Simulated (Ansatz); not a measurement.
Consider the following.

NbRh:
Space group Pmma (No. 51); a = 4.5766 Å, b = 2.8115 Å, c = 4.8896 Å, α = β = γ = 90.00°

```
atom  site  symmetry       x       y       z
----  ----  --------  ------  ------  ------
Nb      2e       mm2  0.2500  0.0000  0.1996
Rh      2f       mm2  0.2500  0.5000  0.6889
```

This is the r²SCAN-relaxed structure.

All from plane-wave PAW r²SCAN (Ansatz code), unless another level is named. Predict the formation energy from the elements (no fitted shifts).

-0.43 eV/atom.

And the density of states at the Fermi level?

0.93 states/eV per atom (mean over ±0.08 eV).

The workflow started from an entry of the Crystallography Open Database (COD), which files this formula under 2 space groups. Whether it is the stable phase at ambient conditions was not checked. The r²SCAN relaxation kept the symmetry of its start; its stability against distortions is not shown here. No spin polarisation was allowed. Axis ratios of metals converge slowly with the k-mesh, so a and c are less sure than the volume. The references are the lowest solids computed at this level, not always the standard phases. Spin–orbit coupling is left out wherever it is not named.

Potentials: the later of the program's two PAW sets.
